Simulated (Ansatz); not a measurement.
Consider the following.

AlPd:
```yaml
crystal:
  lattice:
    - [4.84989, 0.00000, 0.00000]
    - [0.00000, 4.84989, 0.00000]
    - [0.00000, 0.00000, 4.84989]
  atoms:
    - { symbol: Al, position: [0.84435, 0.84435, 0.84435] }
    - { symbol: Al, position: [0.65565, 0.15565, 0.34435] }
    - { symbol: Al, position: [0.34435, 0.65565, 0.15565] }
    - { symbol: Al, position: [0.15565, 0.34435, 0.65565] }
    - { symbol: Pd, position: [0.14754, 0.14754, 0.14754] }
    - { symbol: Pd, position: [0.35246, 0.85246, 0.64754] }
    - { symbol: Pd, position: [0.64754, 0.35246, 0.85246] }
    - { symbol: Pd, position: [0.85246, 0.64754, 0.35246] }
```

This is the PBEsol-relaxed structure.

**Question.** All from the program Ansatz at the PBEsol level (PAW), unless another level is named. Give the Hill bulk and shear moduli.

**Answer.** 166 and 74.1 GPa.

**Question.** Give the highest zone-centre frequency.

**Answer.** 10.30 THz.

**Question.** Give the elastic constants (relaxed ions, GPa).

**Answer.** C11 = 272, C12 = 113, C44 = 70.6.

Space group P2_13. The first step of the workflow began from a Materials Project structure, measured or hypothetical; the Crystallography Open Database copy checked does not list it. With Al and Pd taken as one species the cell has the higher symmetry Pa-3, so it may be an ordered model of a mixed-site phase. Its standing as an ambient phase is unchecked. The cell was relaxed with PBEsol under the symmetry of its start; its stability against distortions is not shown here. The run is not spin-polarised. As this level gives no gap, shear constants depend on the k-mesh and smearing (Fermi–Dirac, 0.1 eV here). As this level gives no gap, phonon frequencies hold no LO–TO term and depend on the k-mesh and smearing (Fermi–Dirac, 0.1 eV here).

Potentials: the earlier of the program's two PAW sets. The files were generated under PBE; for other functionals the program regenerates the frozen cores, and for LDA and PBEsol the local potential too.
